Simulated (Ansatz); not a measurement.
Input deck for Ansatz 0.2.0, then the block of the output on the nuclei.

The cell is a COD entry, ions relaxed with PBE at fixed cell.

```yaml
crystal:
  lattice:
    - [3.1532, 0.0, 0.0]
    - [-1.5766, 2.7307513032, 0.0]
    - [0.0, 0.0, 12.323]
  atoms:
    - { symbol: W, position: [0.3333333333, 0.6666666667, 0.25], spin: 2.0 }
    - { symbol: W, position: [0.6666666667, 0.3333333333, 0.75], spin: 2.0 }
    - { symbol: S, position: [0.3333333333, 0.6666666667, 0.6220616243] }
    - { symbol: S, position: [0.6666666667, 0.3333333333, 0.1220616243] }
    - { symbol: S, position: [0.3333333333, 0.6666666667, 0.8779383757] }
    - { symbol: S, position: [0.6666666667, 0.3333333333, 0.3779383757] }
magnetization:
  noncollinear: true
  spin_orbit: true
kpoints:
  mp_grid: { grid: [16, 16, 4] }
scf:
  occupations: { method: fermi_dirac, width: 0.02 }
hamiltonian:
  xc: pbe
  pseudopotentials: { kind: paw_fr }
output:
  forces: true
  stress: true
  populations: true
  efg: { quadrupole_moments_barn: { S: -0.0694 }, contact_densities: true }
  write_density: true
  write_potential: true
  elf: true
  volumetric_format: npy
```

```sh
ansatz run input.yaml --threads 1 --pin off --max-ram 3072MiB --backend cpu --events-out ev --progress --plain --runs-dir out
```

Of the output, the block on the nuclei alone is shown; the set-up, the SCF iterations, energies, forces and stress are cut. One atom of each set with nearly equal values is shown.

```
--- PAW observables at the nuclei: V_zz in 10²¹ V/m², potentials from the cell's mean, atoms counted from 1 ---
  atom   1  W  V_zz =   -17.477195   η = 0.0000   by run symmetry: allowed
            electrostatic potential = -14863.520984 V   contact ρ = 8899423.263736 e/Å³
  atom   3  S  V_zz =    -4.163464   η = 0.0000   by run symmetry: allowed   C_q = +6.9866 MHz
            electrostatic potential = -1638.738150 V   contact ρ = 19772.248104 e/Å³
```

The run took 5.2 min of wall time (4.9 min of CPU time) and 1.3 GiB at its peak, on 1 thread of Intel Xeon Platinum 8488C (Sapphire Rapids) (x86_64; 16 cores open to the job, memory cap 3.0 GiB, no GPU), a shared host with a load of 0.9 a core.
